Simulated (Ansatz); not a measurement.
# AuCu3-type SrNi₃

The computed numbers are results of PBE, scalar-relativistic (collinear spin) in the plane-wave PAW code Ansatz at 420 eV, Γ-centred 8×8×8 mesh, 0.05 eV Gaussian smearing. The datasets are Ansatz's generated set soft_2.

```cif
data_structure
_symmetry_space_group_name_H-M 'Pm-3m'
_symmetry_Int_Tables_number 221
_cell_length_a 3.9946
_cell_length_b 3.9946
_cell_length_c 3.9946
_cell_angle_alpha 90.000
_cell_angle_beta 90.000
_cell_angle_gamma 90.000
_cell_volume 63.74
loop_
_atom_site_label
_atom_site_type_symbol
_atom_site_symmetry_multiplicity
_atom_site_Wyckoff_symbol
_atom_site_fract_x
_atom_site_fract_y
_atom_site_fract_z
_atom_site_occupancy
Sr1 Sr 1 a 0.00000 0.00000 0.00000 1
Ni1 Ni 3 c 0.00000 0.50000 0.50000 1
```

This is a trial structure made by placing the elements on a prototype's sites, so it needn't be the stable form.

Magnetic state: ferromagnetic, site spin moments Ni 0.40 μB.

The cell above was scaled in volume, its shape and atoms being fixed by the lattice's symmetry. Energies are counted from the cell above.

Cell and atoms are those of this level's equilibrium.

```tsv
V (Å³/atom)	ΔE (meV/atom)	P (GPa)	largest moment (μB)
15.06	12.7	4.9	0.40
15.30	6.5	3.4	0.40
15.62	1.6	1.6	0.40
15.94	0.0	0.0	0.40
16.25	1.5	-1.4	0.40
16.57	5.7	-2.7	0.40
17.05	16.5	-4.4	0.41
17.53	31.9	-5.9	0.41
```

Question: What do the points give for the equilibrium volume, the bulk modulus and its pressure derivative (third-order Birch–Murnaghan)?

Answer: V0 = 15.93 Å³/atom, B0 = 76 GPa, B0′ = 4.6.

B0·V0 = 76.2 GPa × 15.93 Å³ = 7.58 eV/atom sets the scale: near the minimum ΔE ≈ ½ B0 V0 x², with x = V/V0 − 1, and a pressure of 0.8 GPa squeezes the volume by about 1 %. At the ends of the curve: x = −5.5 % predicts 11.4 meV/atom and the run gives 12.7; x = +10.0 % predicts 38.0 meV/atom and the run gives 31.9. Compression costs more and expansion less than the parabola says, since the crystal stiffens as it shrinks; B0′ measures that.

Site moments are of spin, integrated over atomic spheres. The moments were started parallel, and the real magnetic order may be another. The run is a metal.
